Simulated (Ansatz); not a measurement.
# BaTiO3: input and output

The input, for Ansatz 0.2.0 (plane waves, PAW):

```yaml
crystal:
  lattice:
    - [4.00176806, 4.00176806, 0.0]
    - [4.00176806, -4.00176806, 0.0]
    - [0.0, 0.0, 4.00176806]
  atoms:
    - { symbol: Ba, position: [0.0, 0.5, 0.5] }
    - { symbol: Ba, position: [0.5, 0.0, 0.5] }
    - { symbol: Ti, position: [0.0, 0.0, 0.0] }
    - { symbol: Ti, position: [0.5, 0.5, 0.0] }
    - { symbol: O, position: [0.25, 0.25, 0.0] }
    - { symbol: O, position: [0.75, 0.75, 0.0] }
    - { symbol: O, position: [0.25, 0.75, 0.0] }
    - { symbol: O, position: [0.75, 0.25, 0.0] }
    - { symbol: O, position: [0.0, 0.0, 0.5] }
    - { symbol: O, position: [0.5, 0.5, 0.5] }
  symmetry: { tolerance: 0.0003 }
kpoints:
  mp_grid: { grid: [5, 5, 6], shift: [0, 0, 0] }
  band_path:
    path:
      - [0.0, 0.0, 0.0]
      - [0.5, -0.5, 0.0]
      - [1.0, 0.0, 0.0]
      - [0.0, 0.0, 0.0]
      - [1.0, 0.0, 0.5]
      - [0.5, -0.5, 0.0]
      - [1.0, 0.0, 0.5]
      - [1.0, 0.0, 0.0]
    npoints: 8
magnetization:
  spin_polarized: false
scf:
  occupations: { method: fermi_dirac }
  lower_state_search: "off"
  max_iter: 200
hamiltonian:
  pseudopotentials: { kind: paw }
  xc: pbe
  hubbard:
    projectors: all-electron-ortho-atomic
    sites: [{ species: Ti, l: d, u: 2.65, j: 0.65 }]
basis:
  ecutwfc: 420
  fft_grid_basis: typed
output:
  forces: true
  stress: true
  eigenvalues: true
  bader: true
  populations: true
  elf: true
  write_potential: true
  volumetric_format: npy
  dos:
    e_range: [-12, 8]
    de: 0.05
    projected: { site_lists: { Ba: [Ba], O: [O], Ti: [Ti] } }
checkpoint:
  read: saved_state
```

The run starts from an earlier solution of this cell. 

Output (shortened):

```
SCF iter   1: F=—  Δρ=4.49e-3  dr2=2.24e-3
SCF iter   2: F=—  Δρ=2.32e-3  dr2=5.71e-4
SCF iter   3: F=—  Δρ=9.93e-4  dr2=1.88e-4
SCF iter   4: F=—  Δρ=3.99e-5  dr2=7.29e-7
SCF iter   5: F=—  Δρ=1.54e-5  dr2=8.40e-8
SCF iter   6: F=-20315.6060 eV  Δρ=6.00e-6  dr2=4.01e-8
Free energy (F): -20315.6060 eV
Harris-Foulkes:  -20315.6060 eV  (|F-HF|=2.45e-8)
Internal energy: -20315.6059 eV  (E = F + TS)
E sigma→0 (E₀):  -20315.6059 eV
Entropy (-TS):    0.0000 eV (-0.003 meV/atom)
Fermi energy:    11.4561 eV
--- Per-component energies (eV) ---
  E_band       = -282.0801
  E_kinetic    = 1939.9492
  E_local      = -4179.5716  (includes V_loc(G=0)·N_el)
  E_nonlocal   = 405.3752
  E_hartree    = 1629.5128
  E_xc         = -983.4491
  E_vxc        = -1092.9518  (∫ρ·V_xc dr)
  E_hubbard    = 3.4625  (on-site DFT+U / exact-exchange correction)
  E_vhub       = 2.3806  (the Hubbard potential's part of the band-sum identity)
  E_paw        = -13488.1266  (= ΣΔE_a)
  E_vpaw       = -616.3015  (= ΣTr[D̂ρ^β])
  E_aug_tail   = 0.0151  (compensation charges beyond the density's cutoff)
  E_ewald      = -5642.7734
  E_smearing   =  0.0000  (= −TS)
--- Forces (eV/Å), atoms counted from 1 ---
  atom   1  Ba     0.0000     0.0000     0.0000
  atom   2  Ba     0.0000     0.0000     0.0000
  atom   3  Ti     0.0000     0.0000     0.0000
  atom   4  Ti     0.0000     0.0000     0.0000
  atom   5  O      0.0000     0.0000     0.0000
  atom   6  O      0.0000     0.0000     0.0000
  atom   7  O      0.0000     0.0000     0.0000
  atom   8  O      0.0000     0.0000     0.0000
  atom   9  O      0.0000     0.0000     0.0000
  atom  10  O      0.0000     0.0000     0.0000
--- Stress (GPa, compression-positive) ---
        2.7717       0.0000       0.0000
        0.0000       2.7717       0.0000
        0.0000       0.0000       2.7751
  P = ⅓ Tr σ = 2.7728 GPa (27.728 kbar)
--- Löwdin populations: 10 sites ---
  site symbol       q [e]
     0     Ba      8.2268
     1     Ba      8.2268
     2     Ti     10.7021
     3     Ti     10.7021
     4      O      6.9016
     5      O      6.9016
     6      O      6.9016
     7      O      6.9016
     8      O      6.9017
     9      O      6.9017
  spilling = 0.0092 (of n_electrons = 80.0000)
--- Bader charges: 10 sites ---
  site symbol  charge [e]  shift [e]
     0     Ba      1.5310     0.0000
     1     Ba      1.5310     0.0000
     2     Ti      2.2832     0.0027
     3     Ti      2.2832     0.0027
     4      O     -1.2714     0.0009
     5      O     -1.2714     0.0009
     6      O     -1.2714     0.0009
     7      O     -1.2714     0.0009
     8      O     -1.2715     0.0009
     9      O     -1.2715     0.0009
```

Origin: a database entry at a rescaled volume.
